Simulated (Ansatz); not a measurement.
**Stationary points along a deformation path in MnSe**

Level of theory: DFT r2SCAN, scalar-relativistic, plane waves, PAW in Ansatz. The runs took a 500 eV cutoff, a Γ-centred 12×12×12 mesh and Gaussian smearing (0.05 eV). Collinear spins, started from moments 4.8, 0.0 μB in atom order; the magnetic state may not be the lowest. Energies are free energies at this smearing, counted from the undisturbed cell; pressure is positive in compression.

Reference structure (as given, not relaxed at this level; it stands at 3.3 GPa; this zinc-blende form isn't the usual structure):

```
Mn Se
1.0
     0.00000    2.91000    2.91000
     2.91000    0.00000    2.91000
     2.91000    2.91000    0.00000
Mn Se
1 1
Direct
  0.00000 0.00000 0.00000
  0.75000 0.75000 0.75000
```

At fixed volume and fractional coordinates, lengths along (0.000, 0.000, 1.000) are scaled against those across it; ρ is that ratio over its starting value. V = 24.642 Å³/atom. Δσ is the stress along the axis less the mean stress across it (compression positive).

| ρ | ΔE (meV/atom) | Δσ (GPa) | space group |
| --- | --- | --- | --- |
| 0.707 | 47.6 | 2.78 | I-4m2 |
| 0.780 | 25.4 | 1.74 | I-4m2 |
| 0.850 | 12.3 | 1.26 | I-4m2 |
| 1.000 | 0.0 | 0.00 | F-43m |
| 1.200 | 35.5 | -4.63 | I-4m2 |
| 1.300 | 88.5 | -8.52 | I-4m2 |
| 1.414 | 184.8 | -14.08 | I-4m2 |

Question: How does the stress give the slope of the energy, and where is the energy stationary?

Answer: Along the path d ln(length) is 2/3 d ln ρ on the axis and −1/3 d ln ρ across it, so dE/d ln ρ = −(2/3) V Δσ: the energy falls with ρ where Δσ is positive. Δσ vanishes or changes sign at ρ = 1.000 (F-43m), a minimum at 0.0 meV/atom. Pairs of stationary points between two samples would go unseen, and could change a minimum read from distant neighbours into a maximum. At ρ = 1.000 the cell is cubic, where symmetry alone makes the stress isotropic and the slope zero.

Cost: 7 runs of about 15 core-minutes in all, on Arm Neoverse V1 (shared hosts).